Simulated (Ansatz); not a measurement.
## Equation of state of Y2C from a dense series

```
CELL_PARAMETERS angstrom
1.81242 1.04640 5.98800
-1.81242 1.04640 5.98800
0.00000 -2.09280 5.98800
ATOMIC_POSITIONS crystal
Y 0.25793 0.25793 0.25793
Y 0.74207 0.74207 0.74207
C 0.00000 0.00000 0.00000
```

Atom numbers follow the list: Y1, Y2, C3.

The cell comes from COD entry 1531888, which wasn't checked; take it as a given geometry.

The calculation used DFT, PBEsol, all-electron LAPW, scalar-relativistic (Ansatz 0.2.0).

The runs use a Γ-centred 11×11×11 k mesh, Fermi–Dirac smearing of 0.05 eV, basis error target 1 meV/atom, no spin polarisation.

The cell is scaled evenly. Fractional coordinates are held (clamped ions).

| V (Å³/atom) | P (GPa) |
| --- | --- |
| 21.350 | 2.47 |
| 22.258 | -1.24 |
| 22.486 | -2.06 |
| 22.713 | -2.85 |
| 22.940 | -3.60 |
| 23.167 | -4.32 |
| 23.621 | -5.66 |
| 24.075 | -6.87 |

Fit a third-order Birch–Murnaghan curve to the pressures.

P = (3B0/2)(y^(7/2) − y^(5/2))[1 + (3/4)(B0′ − 4)(y − 1)] with y = (V0/V)^(2/3) fits within 0.01 GPa for V0 = 21.936 Å³/atom, B0 = 87.1 GPa and B0′ = 3.52.

Predict the pressure at the withheld volume, 21.804 Å³/atom.

There y = 1.0040, so the fit gives 0.53 GPa; the run gave 0.53 GPa.
